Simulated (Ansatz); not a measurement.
SiNi:
```
CELL_PARAMETERS angstrom
      5.08533     0.00000     0.00000
      0.00000     3.36403     0.00000
      0.00000     0.00000     5.51961
ATOMIC_POSITIONS crystal
  Si 0.82114 0.75000 0.58717
  Si 0.17886 0.25000 0.41283
  Si 0.67886 0.25000 0.08717
  Si 0.32114 0.75000 0.91283
  Ni 0.50935 0.25000 0.68741
  Ni 0.49065 0.75000 0.31259
  Ni 0.99065 0.75000 0.18741
  Ni 0.00935 0.25000 0.81259
```

Relaxed with PBEsol.

**Question.** Decompose the optical modes at the zone centre into irreducible representations, and say which are infrared and Raman allowed.

**Answer.** Point group mmm: Γ_opt = 4Ag + 2Au + 2B1g + 3B1u + 4B2g + B2u + 2B3g + 3B3u. Infrared: B1u, B2u, B3u. Raman: Ag, B1g, B2g, B3g.

**Question.** Assign frequencies (DFPT, plane-wave PAW PBEsol (Ansatz code)).

**Answer.** B1g 155, Au 174, B3u 189, B3g 205, Ag 206, Ag 224, B1u 227, B2g 232, B2g 264, B1u 286, Ag 298, B3u 301, Au 306, B3g 332, B2u 338, B2g 345, B1g 355, Ag 369, B1u 393, B3u 396, B2g 413 cm⁻¹.

Subscripts of B labels follow the axes of the standard setting.

Space group Pnma. The cell was relaxed with PBEsol under the symmetry of its start; of distortions, only those at the zone centre were tested. The run is not spin-polarised. As this level gives no gap, phonon frequencies hold no LO–TO term and depend on the k-mesh and smearing (Fermi–Dirac, 0.1 eV here).

Potentials: the earlier of the program's two PAW sets.
